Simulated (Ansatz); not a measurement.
Structure relaxation, Pt

The start is a generated cell, Pt placed in the omega structure type. A full variable-cell relaxation at zero pressure is run with r2SCAN (plane waves to 500 eV, PAW, scalar-relativistic; Ansatz, a program for electronic structure). First-step values are on the input's coarse k-mesh.

Ansatz input (later rounds restart from its end on a renewed k-mesh):
Ansatz 0.2 input:
```yaml
crystal:
  lattice:
    - [4.3953019, 0, 0]
    - [-2.197651, 3.8064431, 0]
    - [0, 0, 2.673294]
  atoms:
    - { symbol: Pt, position: [0, 0, 0] }
    - { symbol: Pt, position: [0.33333333, 0.66666667, 0.5] }
    - { symbol: Pt, position: [0.66666667, 0.33333333, 0.5] }
basis: { ecutwfc: 500, ecutrho_ratio: 4, xc_grid: 4, fft_grid_basis: typed }
kpoints: { mp_grid: { grid: [9, 9, 12] } }
hamiltonian:
  xc: r2scan
  dispersion: none
  pseudopotentials: { azcp: { folder: ./paw }, kind: paw }
scf: { occupations: { method: fermi_dirac, width: 0.05 } }
relax: { f_tol: 0.01, max_steps: 100, cell: { stress_tol: 0.02 } }
output: { forces: true, stress: true }
```

| Item | Result |
|---|---|
| Initial pressure | +14.6 GPa (positive: the cell is compressed) |
| Outcome | The space group stays P6/mmm (No. 191) (the run could not lower it), with 3 atoms in the primitive cell |
| Volume change | +5.1 %, from 14.91 to 15.66 Å³/atom |
| Band gap at the end | no gap (metallic) |
| Optimiser moves | 11 |

Relaxed structure:

```cif
data_Pt3
_chemical_formula_sum 'Pt3'
_space_group_name_H-M_alt 'P6/mmm'
_space_group_IT_number 191
_space_group_name_Hall '-P 6 2'
_cell_length_a 4.49761
_cell_length_b 4.49761
_cell_length_c 2.68250
_cell_angle_alpha 90.000
_cell_angle_beta 90.000
_cell_angle_gamma 120.000
loop_
_atom_site_label
_atom_site_type_symbol
_atom_site_symmetry_multiplicity
_atom_site_Wyckoff_symbol
_atom_site_fract_x
_atom_site_fract_y
_atom_site_fract_z
_atom_site_occupancy
Pt1 Pt 1 a 0.00000 0.00000 0.00000 1
Pt2 Pt 2 d 0.33333 0.66667 0.50000 1
```

Final values are on a 12×12×17 k-mesh of the relaxed cell. No spin polarisation in the result.

The run could not lower the symmetry of its start; a shaken copy of this end point relaxes with r2SCAN to I4/mmm (No. 139), 0.15 eV/atom lower.

The relaxed structure here is a generated cell of Pt: the first start was made by placing the elements on the sites of a structure type, and the end was not matched to a known phase here, so it may be hypothetical. Known forms of Pt include space group No. 225.
